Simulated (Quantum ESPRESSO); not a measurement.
## Li3AlRu2Mo2 (finding a planted mistake in a log)

Simulated, not a measurement. The program is pw.x of Quantum ESPRESSO 7.5 (plane-wave density functional theory). The cell is made up: eight metal atoms on a face-centred cubic lattice, with elements, volume, strain and displacements drawn at random and not relaxed, so it may be unstable or far from any real phase. PseudoDojo standard norm-conserving files set the functional (PBE unless stated); there is no spin polarisation or spin-orbit coupling, the Fermi-Dirac width of 0.25 eV means electrons at about 2900 K, and the masses in the input are unused placeholders. A spin test at this wide smearing found no moment, but such smearing suppresses magnetism that the real alloy may have.

Intended input:

```
&control calculation='scf', pseudo_dir='./dojo.nc.sr.pbe.v0_5.standard.upf', outdir='./o', disk_io='minimal', tprnfor=.true., tstress=.true. /
&system ibrav=0, nat=8, ntyp=4, nbnd=50, ecutwfc=84.00895049, nosym=.true., tot_charge=0,
 occupations='smearing', smearing='fd', degauss=0.0183746611
/
&electrons conv_thr=1.470e-08, electron_maxstep=70, mixing_beta=0.5 /
ATOMIC_SPECIES
Al 1.0 Al.upf
Li 1.0 Li.upf
Mo 1.0 Mo.upf
Ru 1.0 Ru.upf
CELL_PARAMETERS angstrom
-4.1615 -0.0145 0.0396
-2.0754 -4.1143 -2.065
-2.1546 -4.1225 6.2905
ATOMIC_POSITIONS angstrom
Li -0.0383 0.0509 -0.0528
Al -2.0294 -4.0881 2.1162
Ru -2.0999 -2.0361 0.0167
Mo -4.1933 -6.1433 2.266
Mo -4.2197 -4.1532 4.2392
Li -4.229 -4.1342 0.0555
Li -4.255 -2.1083 2.224
Ru -6.2186 -6.2488 4.171
K_POINTS automatic
6 5 3 1 1 1
```

The log is shortened where brackets say so; the opening notice, blank lines, dates and the lines on written files are dropped, and the path of the files is cut. It prints rydbergs, bohrs and kilobars, and counts compression as positive stress. Its total energy is the free energy E - TS of the whole cell.

Log of the intended run:

```
     Program PWSCF v.7.5
     Parallel version (MPI & OpenMP), running on       4 processor cores
     Number of MPI processes:                 4
     Threads/MPI process:                     1
     [start-up lines left out]
     bravais-lattice index     =            0
     lattice parameter (alat)  =       7.8645  a.u.
     unit-cell volume          =     964.0971 (a.u.)^3
     number of atoms/cell      =            8
     number of atomic types    =            4
     number of electrons       =        72.00
     number of Kohn-Sham states=           50
     kinetic-energy cutoff     =      84.0090  Ry
     charge density cutoff     =     336.0358  Ry
     scf convergence threshold =      1.5E-08
     mixing beta               =       0.5000
     number of iterations used =            8  plain     mixing
     Exchange-correlation= PBE
                           (   1   4   3   4   0   0   0)
     [axes and pseudopotential details left out]
   Cartesian axes
     site n.     atom                  positions (alat units)
         1        Li     tau(   1) = (  -0.0092029   0.0122305  -0.0126871  )
         2        Al     tau(   2) = (  -0.4876357  -0.9823117   0.5084925  )
         3        Ru     tau(   3) = (  -0.5045758  -0.4892456   0.0040128  )
         4        Mo     tau(   4) = (  -1.0075897  -1.4761467   0.5444872  )
         5        Mo     tau(   5) = (  -1.0139333  -0.9979543   1.0186189  )
         6        Li     tau(   6) = (  -1.0161679  -0.9933889   0.0133359  )
         7        Li     tau(   7) = (  -1.0224154  -0.5065942   0.5343952  )
         8        Ru     tau(   8) = (  -1.4942402  -1.5014969   1.0022314  )
     number of k points=    45  Fermi-Dirac smearing, width (Ry)=  0.0184
                       cart. coord. in units 2pi/alat
        k(    1) = (  -0.0827663  -0.0756372   0.0323466), wk =   0.0444444
        k(    2) = (  -0.0865118   0.0928475  -0.2995774), wk =   0.0444444
     [further k points left out]
     Dense  grid:   100203 G-vectors     FFT dimensions: (  45,  60,  90)
     Estimated max dynamical RAM per process >     258.35 MB
     Estimated total dynamical RAM >     960.02 MB
     Initial potential from superposition of free atoms
     starting charge      71.9795, renormalised to      72.0000
     Starting wfcs are   50 randomized atomic wfcs
     total cpu time spent up to now is        3.5 secs
     per-process dynamical memory:   203.9 Mb
     Self-consistent Calculation
     iteration #  1     ecut=    84.01 Ry     beta= 0.50
     Davidson diagonalization with overlap
     ethr =  1.00E-02,  avg # of iterations =  5.7
     total cpu time spent up to now is       12.8 secs
     total energy              =    -732.44121308 Ry
     estimated scf accuracy    <       1.41920598 Ry
     iteration #  2     ecut=    84.01 Ry     beta= 0.50
     Davidson diagonalization with overlap
     ethr =  1.97E-03,  avg # of iterations =  2.8
     total cpu time spent up to now is       20.6 secs
     total energy              =    -730.45535361 Ry
     estimated scf accuracy    <      44.55348219 Ry
     [iterations 3 to 13 left out]
     iteration # 14     ecut=    84.01 Ry     beta= 0.50
     Davidson diagonalization with overlap
     ethr =  6.10E-11,  avg # of iterations =  3.7
     total cpu time spent up to now is       97.4 secs
     total energy              =    -733.09252709 Ry
     estimated scf accuracy    <       0.00000011 Ry
     iteration # 15     ecut=    84.01 Ry     beta= 0.50
     Davidson diagonalization with overlap
     ethr =  6.10E-11,  avg # of iterations =  1.5
     total cpu time spent up to now is      103.4 secs
     End of self-consistent calculation
     [lines on levels left out]
!    total energy              =    -733.09252709 Ry
     estimated scf accuracy    <       0.00000001 Ry
     smearing contrib. (-TS)   =      -0.13346534 Ry
     internal energy E=F+TS    =    -732.95906175 Ry
     The total energy is F=E-TS. E is the sum of the following terms:
     one-electron contribution =    -407.73587905 Ry
     hartree contribution      =     219.99537190 Ry
     xc contribution           =    -120.93764761 Ry
     ewald contribution        =    -424.28090699 Ry
     convergence has been achieved in  15 iterations
     Forces acting on atoms (cartesian axes, Ry/au):
     atom    1 type  2   force =     0.00691024   -0.01197131    0.01251878
     atom    2 type  1   force =    -0.01666989    0.00874070    0.02760845
     atom    3 type  4   force =    -0.00781418    0.00939351   -0.05048281
     atom    4 type  3   force =     0.00020006   -0.01900455    0.02963341
     atom    5 type  3   force =     0.00466858   -0.03037250    0.02782652
     atom    6 type  2   force =     0.00353945    0.01004887   -0.00841912
     atom    7 type  2   force =     0.00766548    0.00238531   -0.01379315
     atom    8 type  4   force =     0.00150027    0.03077997   -0.02489209
     Total force =     0.095543     Total SCF correction =     0.000303
     Computing stress (Cartesian axis) and pressure
          total   stress  (Ry/bohr**3)                   (kbar)     P=     -160.12
  -0.00108278  -0.00002268   0.00003476         -159.28       -3.34        5.11
  -0.00002268  -0.00106934  -0.00004098           -3.34     -157.31       -6.03
   0.00003476  -0.00004098  -0.00111328            5.11       -6.03     -163.77
     init_run     :      3.30s CPU      3.45s WALL (       1 calls)
     electrons    :     99.40s CPU     99.93s WALL (       1 calls)
     forces       :      1.02s CPU      1.03s WALL (       1 calls)
     stress       :      3.44s CPU      3.44s WALL (       1 calls)
     [timing details left out]
     PWSCF        :   1m47.22s CPU   1m47.98s WALL
     JOB DONE.
```

A second run was made from an input with one planted mistake. Its log:

```
     Program PWSCF v.7.5
     Parallel version (MPI & OpenMP), running on       4 processor cores
     Number of MPI processes:                 4
     Threads/MPI process:                     1
     [start-up lines left out]
     bravais-lattice index     =            0
     lattice parameter (alat)  =       7.8645  a.u.
     unit-cell volume          =     964.0971 (a.u.)^3
     number of atoms/cell      =            8
     number of atomic types    =            4
     number of electrons       =        72.00
     number of Kohn-Sham states=           50
     kinetic-energy cutoff     =      84.0090  Ry
     charge density cutoff     =     336.0358  Ry
     scf convergence threshold =      1.5E-08
     mixing beta               =       0.5000
     number of iterations used =            8  plain     mixing
     Exchange-correlation= PBE
                           (   1   4   3   4   0   0   0)
     [axes and pseudopotential details left out]
   Cartesian axes
     site n.     atom                  positions (alat units)
         1        Li     tau(   1) = (  -0.0092029   0.0122305  -0.0126871  )
         2        Li     tau(   2) = (  -0.4876357  -0.9823117   0.5084925  )
         3        Ru     tau(   3) = (  -0.5045758  -0.4892456   0.0040128  )
         4        Mo     tau(   4) = (  -1.0075897  -1.4761467   0.5444872  )
         5        Mo     tau(   5) = (  -1.0139333  -0.9979543   1.0186189  )
         6        Al     tau(   6) = (  -1.0161679  -0.9933889   0.0133359  )
         7        Li     tau(   7) = (  -1.0224154  -0.5065942   0.5343952  )
         8        Ru     tau(   8) = (  -1.4942402  -1.5014969   1.0022314  )
     number of k points=    45  Fermi-Dirac smearing, width (Ry)=  0.0184
                       cart. coord. in units 2pi/alat
        k(    1) = (  -0.0827663  -0.0756372   0.0323466), wk =   0.0444444
        k(    2) = (  -0.0865118   0.0928475  -0.2995774), wk =   0.0444444
     [further k points left out]
     Dense  grid:   100203 G-vectors     FFT dimensions: (  45,  60,  90)
     Estimated max dynamical RAM per process >     258.35 MB
     Estimated total dynamical RAM >     960.02 MB
     Initial potential from superposition of free atoms
     starting charge      71.9795, renormalised to      72.0000
     Starting wfcs are   50 randomized atomic wfcs
     total cpu time spent up to now is        3.4 secs
     per-process dynamical memory:   203.9 Mb
     Self-consistent Calculation
     iteration #  1     ecut=    84.01 Ry     beta= 0.50
     Davidson diagonalization with overlap
     ethr =  1.00E-02,  avg # of iterations =  5.8
     total cpu time spent up to now is       12.7 secs
     total energy              =    -732.56914635 Ry
     estimated scf accuracy    <       1.22166596 Ry
     iteration #  2     ecut=    84.01 Ry     beta= 0.50
     Davidson diagonalization with overlap
     ethr =  1.70E-03,  avg # of iterations =  2.5
     total cpu time spent up to now is       20.7 secs
     total energy              =    -731.48163937 Ry
     estimated scf accuracy    <      17.02264817 Ry
     [iterations 3 to 13 left out]
     iteration # 14     ecut=    84.01 Ry     beta= 0.50
     Davidson diagonalization with overlap
     ethr =  8.18E-11,  avg # of iterations =  2.8
     total cpu time spent up to now is       98.2 secs
     total energy              =    -733.07686809 Ry
     estimated scf accuracy    <       0.00000009 Ry
     iteration # 15     ecut=    84.01 Ry     beta= 0.50
     Davidson diagonalization with overlap
     ethr =  8.18E-11,  avg # of iterations =  1.0
     total cpu time spent up to now is      104.0 secs
     End of self-consistent calculation
     [lines on levels left out]
!    total energy              =    -733.07686810 Ry
     estimated scf accuracy    <          3.1E-09 Ry
     smearing contrib. (-TS)   =      -0.13053447 Ry
     internal energy E=F+TS    =    -732.94633363 Ry
     The total energy is F=E-TS. E is the sum of the following terms:
     one-electron contribution =    -407.79212297 Ry
     hartree contribution      =     220.00199998 Ry
     xc contribution           =    -120.87530365 Ry
     ewald contribution        =    -424.28090699 Ry
     convergence has been achieved in  15 iterations
     Forces acting on atoms (cartesian axes, Ry/au):
     atom    1 type  2   force =     0.00604025   -0.01193020    0.01241914
     atom    2 type  2   force =    -0.01259272    0.00329607    0.00262412
     atom    3 type  4   force =    -0.00376330    0.01263177   -0.03622078
     atom    4 type  3   force =     0.00067055   -0.00749388    0.03458211
     atom    5 type  3   force =     0.00203628   -0.03570605    0.03989592
     atom    6 type  1   force =     0.00386267    0.01996321   -0.02187468
     atom    7 type  2   force =     0.00612053    0.00311112   -0.01556038
     atom    8 type  4   force =    -0.00237425    0.01612795   -0.01586546
     Total force =     0.088414     Total SCF correction =     0.000148
     Computing stress (Cartesian axis) and pressure
          total   stress  (Ry/bohr**3)                   (kbar)     P=     -170.49
  -0.00109631  -0.00001801   0.00005030         -161.27       -2.65        7.40
  -0.00001801  -0.00130148  -0.00006293           -2.65     -191.45       -9.26
   0.00005030  -0.00006293  -0.00107919            7.40       -9.26     -158.75
     init_run     :      3.23s CPU      3.38s WALL (       1 calls)
     electrons    :     99.54s CPU    100.54s WALL (       1 calls)
     forces       :      1.04s CPU      1.05s WALL (       1 calls)
     stress       :      3.40s CPU      3.40s WALL (       1 calls)
     [timing details left out]
     PWSCF        :   1m47.28s CPU   1m48.49s WALL
     JOB DONE.
```

Question: the log repeats what the program read. Compare it with the intended run: what was wrong in the second input?

Answer: two atoms have their elements exchanged. The input lines that differ:

```
- Al -2.0294 -4.0881 2.1162
+ Li -2.0294 -4.0881 2.1162
- Li -4.229 -4.1342 0.0555
+ Al -4.229 -4.1342 0.0555
```

|  | intended run | run with the mistake |
| --- | --- | --- |
| free energy (eV) | -9974.232 | -9974.019 |
| entropy term -TS, part of it (eV) | -1.816 | -1.776 |
| pressure (GPa) | -16.01 | -17.05 |
| size of the largest force component (eV/Å) | 1.298 | 1.026 |
| largest change of a force component (eV/Å) |  | 0.642 |
| iterations | 15 | 15 |

For scale, a rerun of the intended cell at a higher cutoff and on a denser mesh moved values by no more than 0.003 eV in energy, 0.02 GPa in stress and 0.003 eV/Å in force, and a second program with other atomic files agreed on that cell to 2 % rms in force and 0.5 GPa in pressure.